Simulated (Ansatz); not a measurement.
V2InC in space group P6_3/mmc (No. 194; V on 4f, In on 2d, C on 2a), plane-wave PAW r²SCAN (Ansatz code), all energies at zero smearing, with the estimated change up to a 700 eV cutoff added, with one set of potentials and settings (totals compare only within such a set). Cell of 8 atoms (4 V, 2 In, 2 C): -23398.749 eV.

```tsv
element	reference phase	E (eV/atom)
V	Im-3m, 1 atoms in the cell	-2917.0669
In	I4/mmm, 1 atoms in the cell	-5611.8204
C	P6_3/mmc, 4 atoms in the cell	-251.6711
```

Formation energy per atom, worked out: (-23398.749 − 4×(-2917.0669) − 2×(-5611.8204) − 2×(-251.6711))/8 = -0.437 eV/atom (-42 kJ per mol of atoms), at 0 K, without zero-point energy or fitted corrections.

The first step of the workflow began from a Materials Project structure, measured or hypothetical; the Crystallography Open Database copy checked does not list it. Its standing as an ambient phase is unchecked. The cell was relaxed with r²SCAN under the symmetry of its start; whether a distortion lowers the energy is not shown. No spin polarisation was allowed. The references are the lowest solids computed at this level, not always the standard phases.

Potentials: the later of the program's two PAW sets.
